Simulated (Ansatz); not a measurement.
Values for one crystal, relaxed and computed with plane-wave PAW HSE06 (Ansatz code); other levels are named.

```yaml
volume_per_atom: 11.57 Å³
band_gap: 1.95 eV (indirect)
Pressure derivative B′: 3.7
valence_band_maximum: at Γ
Bulk modulus (Birch–Murnaghan fit): 174 GPa
conduction_band_minimum: on the Γ–X line, 83 % of the way from Γ (6 equivalent valleys)
smallest_direct_gap_on_the_standard_path: 4.35 eV
```

**Question.** Pick the material that matches.
A) BP, zinc blende
B) BN, zinc blende
C) GaN, zinc blende
D) InP, zinc blende

**Answer.** A, BP, zinc blende

Space group F-43m (zinc blende). The cell was relaxed with HSE06 under the symmetry of its start. The hybrid was solved on a coarse mesh, the path and, where they were found, the r²SCAN edge points; its band edges are the extreme levels among these.

Potentials: the earlier of the program's two PAW sets.
